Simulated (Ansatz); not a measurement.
SnSe2 (CdI2 type)

```
CELL_PARAMETERS angstrom
      3.82570     0.00000     0.00000
     -1.91285     3.31315     0.00000
      0.00000     0.00000     6.22880
ATOMIC_POSITIONS crystal
  Sn 0.00000 0.00000 0.00000
  Se 0.33333 0.66667 0.25298
  Se 0.66667 0.33333 0.74702
```

The slice is a (1 -1 0 0) plane (indices of the conventional cell) through the point (0.333, 0.667, 0.253) (fractional), spanned by u = [110] and v = [001] in vectors of this cell: u (3.83 Å) and v (6.23 Å, at 90° to u). It covers one period; positions are fractions (u, v).

Method: r2SCAN+rVV10 (plane waves to 500 eV, PAW, scalar-relativistic; Ansatz, an electronic-structure program). k mesh 10×10×6. Inside the PAW spheres the values are not all-electron values, and peaks at nuclei hang on which shells count as valence. SnSe2 was relaxed with its symmetry unable to fall. The PAW data are Ansatz's earlier set.

Task: Predict the map of the valence electron density on the slice.

Result: 
```
|@@%%##++====--::::......::::--====++##%%|
|####**++====--::::::::::::::--====++**##|
|++++++====----::::::::::::::----====++++|
|========------::::::::::::::------======|
|====----------::::::::::::::----------==|
|----------::::::::::--::::::::::--------|
|::::::::::::::::----------::::::::::::::|
|::::::::::::::::----------::::::::::::::|
|........::::::::----------::::::::......|
|..........::::::----------::::::........|
|    ......::::--------------::::......  |
|      ....::::--------------::::....    |
|      ....::::--------------::::....    |
|      ....::::--------------::::....    |
|      ....::::--------------::::....    |
|      ....::::--------------::::....    |
|      ....::::--------------::::....    |
|        ....::::----------::::....      |
|        ....::::::------::::::....      |
|          ....::::::::::::::....        |
|          ........::::::........        |
|              ..............            |
|..                  ..                  |
|..........                      ........|
|::::::::....                  ....::::::|
|------::::....              ....::::----|
|====------::....          ....::------==|
|========----::....      ....::----======|
|++++++====--::::..      ..::::--====++++|
|####**++==----::..........::----==++**##|
|@@%%##++====--::::......::::--====++##%%|
|@@@@##**====--::::......::::--====**##@@|
```
Scale: ten equal steps from -1.68 (start of ' ') to 1.81 (end of '@'), in the order ' .:-=+*#%@'. Values: log₁₀ of the valence density in e/Å³. The map has 20 points along u (two characters each, u = 0 at the left) and 32 along v (v = 0 in the bottom row). The scale is logarithmic, as a density can span decades between atoms and voids.
